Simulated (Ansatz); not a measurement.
## K₂NiO₂ (I4/mmm)

Level of theory: PBEsol+U, U_eff = 4.0 eV (Dudarev form) on Ni d, fully localised double counting, collinear spin, scalar-relativistic, 420 eV, PAW set soft_2 (made for PBE), 7×7×7 mesh, Gaussian smearing of 0.05 eV; plane-wave PAW code Ansatz.

```
K Ni O
1.0
    -1.97640    1.97640    6.41920
     1.97640   -1.97640    6.41920
     1.97640    1.97640   -6.41920
K Ni O
2 1 2
Direct
  0.65740 0.65740 0.00000
  0.34260 0.34260 0.00000
  0.00000 0.00000 0.00000
  0.86860 0.86860 0.00000
  0.13140 0.13140 0.00000
```

The structure is that of a cell as deposited in COD, unrelaxed.

Cell and atoms stay fixed. Atoms count from 1 in the text and from 0 in parts of the program's output.

Two runs on this cell converged from different starts. The ends of their outputs, energies left out (λ are the eigenvalues of a shell's occupation matrix):

Run A:

```
Magnetization: 2.0000 μB (25.0000 up, 23.0000 down)
Absolute magnetization: 2.2286 μB (∫|ρ↑−ρ↓|, with the PAW one-centre terms)
Per-site moments (μB) at R_I (Å): [(0.00281, 1.11848), (0.00281, 1.11848), (1.28194, 0.69587), (0.25610, 0.69587), (0.25610, 0.69587)]
Fermi energy:    5.104337 eV
--- Forces (eV/Å), atoms counted from 1 ---
  atom   1  K      0.00000000     0.00000000    -0.09503470
  atom   2  K      0.00000000     0.00000000     0.09503470
  atom   3  Ni     0.00000000     0.00000000     0.00000000
  atom   4  O      0.00000000     0.00000000    -0.47485618
  atom   5  O      0.00000000     0.00000000     0.47485618
--- Stress (GPa, compression-positive) ---
       -1.080596       0.000000       0.000000
        0.000000      -1.080596       0.000000
        0.000000       0.000000       1.215286
  P = ⅓ Tr σ = -0.3153 GPa (-3.153 kbar)
--- Löwdin populations: 5 sites ---
  site symbol       q [e]    m [muB]
     0      K      8.2290    -0.0067
     1      K      8.2290    -0.0067
     2     Ni     17.2688     1.2732
     3      O      6.9895     0.3777
     4      O      6.9895     0.3777
--- Occupation matrices: 1 shell (run DFT+U table (all-electron-ortho-atomic); ε = 2.12e-3) ---
  Ni2 d_3D up     Tr n = 4.8602  λ = 0.872 0.996 0.997 0.997 0.997
  Ni2 d_3D dn     Tr n = 3.5237  λ = 0.353 0.353 0.832 0.993 0.994
```

Run B:

```
Magnetization: -0.0004 μB (23.9998 up, 24.0002 down)
Absolute magnetization: 1.7287 μB (∫|ρ↑−ρ↓|, with the PAW one-centre terms)
Per-site moments (μB) at R_I (Å): [(0.00263, 1.11848), (0.00263, 1.11848), (-0.49544, 0.69587), (0.25648, 0.69587), (0.25648, 0.69587)]
Entropy (-TS):   -0.002143 eV (-0.429 meV/atom)
Fermi energy:    4.841232 eV
--- Forces (eV/Å), atoms counted from 1 ---
  atom   1  K      0.00000000     0.00000000     0.03213438
  atom   2  K      0.00000000     0.00000000    -0.03213438
  atom   3  Ni     0.00000000     0.00000000     0.00000000
  atom   4  O      0.00000000     0.00000000    -2.00623460
  atom   5  O      0.00000000     0.00000000     2.00623460
--- Stress (GPa, compression-positive) ---
       -0.669073       0.000000       0.000000
        0.000000      -1.474234       0.000000
        0.000000       0.000000       9.830246
  P = ⅓ Tr σ = 2.5623 GPa (25.623 kbar)
--- Löwdin populations: 5 sites ---
  site symbol       q [e]    m [muB]
     0      K      8.2461    -0.0054
     1      K      8.2461    -0.0054
     2     Ni     17.2232    -0.6975
     3      O      6.9853     0.3627
     4      O      6.9853     0.3627
--- Occupation matrices: 1 shell (run DFT+U table (all-electron-ortho-atomic); ε = 4.28e-3) ---
  Ni2 d_3D up     Tr n = 3.8023  λ = 0.001 0.811 0.996 0.997 0.997
  Ni2 d_3D dn     Tr n = 4.4793  λ = 0.674 0.833 0.976 0.998 0.999
```

**Question.** Which run lies higher in energy, by how much, and why?

**Answer.** Run B, by 334.4 meV/atom. Run B has no gap on the mesh (a metal); run A has 8 d electrons in filled orbitals, 2 of them unpaired, the high-spin filling, a gap of 1.86 eV and a whole-number cell moment of 2 μB, as a collinear insulator must have. Run B kept 8 symmetry operations, run A 16. With J = 0 the Hubbard energy is (U/2) Σ λ(1 − λ), a penalty on fractional natural occupations. The sums Σ λ(1 − λ) over the cell's shells are 0.73 for run A and 0.55 for run B, which at U/2 = 2.00 eV give 1.47 and 1.10 eV per cell. Of the difference of 1.67 eV per cell, the Hubbard term gives -0.37 eV and all other terms 2.04 eV, so the other terms decide the order against the Hubbard term. The other terms are taken on each state's own density, so they aren't the result of a run without U.

With one Ni ion in the cell, Ni moments can't oppose each other.

In the lower state the fixed cell carries forces up to 0.47 eV/Å; relaxing would change energies and could change the order of close states.

Run B started from: random orbitals: single harmonics, lower spin (4+4 electrons), moments Ni3 0.30 μB, occupations held for 12 iterations. Run A started from atoms, default search, moments Ni3 2.00 μB. At this level the cell was started in 11 ways. Run A holds the lowest state found for this cell, which doesn't make it the ground state. For metallic states the mesh is coarse, so energy differences carry some meV/atom. U is one value of a scan, not fitted to this compound, so the states needn't resemble the real material's. A gap on the mesh alone may shrink between mesh points.
